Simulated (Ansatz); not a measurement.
Relaxed LaCu₂ (space group P6/mmm):

```yaml
crystal:
  lattice:
    - [4.26322, 0.00000, 0.00000]
    - [-2.13161, 3.69206, 0.00000]
    - [0.00000, 0.00000, 3.78231]
  atoms:
    - { symbol: La, position: [0.00000, 0.00000, 0.00000] }
    - { symbol: Cu, position: [0.33333, 0.66667, 0.50000] }
    - { symbol: Cu, position: [0.66667, 0.33333, 0.50000] }
```

All values below come from PBEsol (plane waves to 420 eV, PAW, scalar-relativistic; Ansatz, a program for electronic structure). k mesh 10×10×10 (Γ-centred), Fermi-Dirac smearing 0.05 eV. With partly filled bands, energies and forces of such displacements shift with the k mesh and the smearing. On this mesh the relaxed cell isn't quite at rest: it carries a pressure of -0.1 GPa (compression positive) at the zero of the scan. LaCu2 is run without spin polarisation. LaCu2 was relaxed with its symmetry unable to fall.

One atom of the cell was then moved (with its periodic images), all else fixed, and the forces (eV/Å) came out as:

```tsv
atom	Fx	Fy	Fz
La1	0.000	1.327	0.000
Cu2	0.000	0.781	0.000
Cu3	0.000	-2.108	0.000
```

Which atom was moved, and by which vector (Å)?

Cu3, by (0.00, 0.49, 0.00), 0.49 Å in all.

(For displaced atoms, the force is minus the slope of the energy, and its curvature is a force constant, which sets phonon frequencies.)
